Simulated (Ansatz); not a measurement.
**Rh: stiffness from a series of strains**

```
CELL_PARAMETERS angstrom
0.00000 1.90155 1.90155
1.90155 0.00000 1.90155
1.90155 1.90155 0.00000
ATOMIC_POSITIONS crystal
Rh 0.00000 0.00000 0.00000
```

The cell comes from COD entry 9008482, which wasn't checked; take it as a given geometry.

Computed with DFT, LDA, all-electron LAPW, scalar-relativistic in Ansatz 0.2.0.

The runs use a Γ-centred 16×16×16 k mesh, Fermi–Dirac smearing of 0.03 eV, basis error target 0.25 meV/atom, no spin polarisation.

The strain is applied along the Cartesian axes of the cell as listed (the other components stay zero). Fractional coordinates are held (clamped ions).

σ is the change of stress from the unstrained cell, which is at -11.20 GPa; tension is positive, so slopes are stress–strain coefficients at that pressure. In a metal the k mesh adds noise.

Only quantities that a quadratic follows smoothly over the whole series are listed; rougher ones are left out.

| εzz | σzz (GPa) | σxx (GPa) |
| --- | --- | --- |
| -0.0200 | -8.98 | -3.90 |
| -0.0100 | -4.34 | -1.87 |
| 0.0000 | 0.00 | 0.00 |
| 0.0200 | 7.80 | 3.31 |

**Question.** Fit the series and read off the stiffness at zero strain.

**Answer.** Least-squares fits y = p0 + p1 x + p2 x² to the rows give σzz (GPa): p1 = 419, p2 = -1500; σxx (GPa): p1 = 180, p2 = -740. So C11 = 419 GPa and C12 = 180 GPa, which gives B = (C11 + 2 C12)/3 = 260 GPa.

**Question.** One run, at εzz = 0.0100, is withheld. Predict its row.

**Answer.** The fits give 4.05, 1.73; the run gave 4.04, 1.72.
